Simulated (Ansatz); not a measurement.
Input:

GaN (wurtzite)

Space group P6₃mc (No. 186); a = b = 3.2186 Å, c = 5.2435 Å, α = β = 90.00°, γ = 120.00°

| atom | site | symmetry | x | y | z |
|---|---|---|---|---|---|
| Ga | 2b | 3m. | 0.6667 | 0.3333 | 0.0010 |
| N | 2b | 3m. | 0.3333 | 0.6667 | 0.1242 |

The volume is varied about the relaxed value V₀ at fixed cell shape. The atoms relax within the cell's symmetry.

The numbers are results of PBE (plane waves to 420 eV, PAW, scalar-relativistic; Ansatz, a first-principles code), not measurements. k mesh 12×12×6 (Γ-centred), Fermi-Dirac smearing 0.05 eV. The energy includes the smearing's −TS. Compression counts positive. With the shape held, the modulus is that of even scaling; a crystal free to change shape is softer. GaN was relaxed with its symmetry unable to fall. The PAW data are Ansatz's earlier set. The zero of ΔE is the relaxed starting cell.

The scan covers V/V₀ from 0.900 to 1.100 in 13 points.

Problem. What is ΔE at V/V₀ = 1.100?

Solution. 53.0 meV/atom.

Problem. What pressure does the cell carry at V/V₀ = 0.900?

Solution. 22.8 GPa.

Problem. What is ΔE at V/V₀ = 0.900?

Solution. 76.3 meV/atom.

(A scan under strain: stresses follow from slopes of the energy per volume, elastic moduli from its curvatures.)
